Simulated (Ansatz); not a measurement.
CaF2:
```
CaF2
1.0
    3.50941     0.00000     0.00000
    0.00000     4.13461     0.00000
    0.00000     0.00000     5.93021
Ca F
2 4
Direct
  0.00000   0.14369   0.70212
  0.00000   0.85631   0.20212
  0.50000   0.08629   0.97939
  0.50000   0.91371   0.47939
  0.00000   0.63201   0.85149
  0.00000   0.36799   0.35149
```

Relaxed with HSE06.

### Question
Give the Bader charges and basin volumes of the independent atoms, HSE06 in the plane-wave PAW code Ansatz.

### Answer


```
atom  Bader charge (e)  Bader volume (Å³)
----  ----------------  -----------------
Ca1              +1.70               11.9
F3               -0.85               15.3
F5               -0.84               15.7
```

Space group Pmc2_1. The first step of the workflow began from a Materials Project structure, measured or hypothetical; the Crystallography Open Database copy checked does not list it. It is not the phase usual at ambient conditions (space group No. 225). The cell was relaxed with HSE06 under the symmetry of its start; its stability against distortions is not shown here.

Potentials: the earlier of the program's two PAW sets.
